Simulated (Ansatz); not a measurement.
GeS2 in space group Pnnm (No. 58; Ge on 2a, S on 4g) at seven volumes, DFT-PBE in the program Ansatz with PAW potentials, shape and atoms relaxed at each. One row is withheld.

```csv
V (Å³/atom),P (GPa)
18.167,6.19
18.766,?
19.365,1.46
19.964,-0.01
20.563,-0.91
21.162,-1.48
21.761,-1.80
```

Problem. Fit the shown pressures and predict the withheld one.

Solution. P = (3/2)B₀(x^(7/2) − x^(5/2))[1 + (3/4)(B′ − 4)(x − 1)] with x = (V₀/V)^(2/3). Least squares on the six rows gives V₀ = 19.978 Å³/atom, B₀ = 38.2 GPa, B′ = 12.38. At V = 18.766, x = 1.0426 and P = 3.44 GPa. The run itself gave 3.52 GPa.

A made-up cell: these elements were put on the sites of a structure type; neither database checked (COD, Materials Project) lists it. COD files the formula under space group No. 14, 43, 82, 122, 217, so this cell is another polymorph or a model. Whether it is the stable phase at ambient conditions was not checked. Symmetry was held in the PBE relaxation; whether a distortion lowers the energy is not shown.

Potentials: the later of the program's two PAW sets.
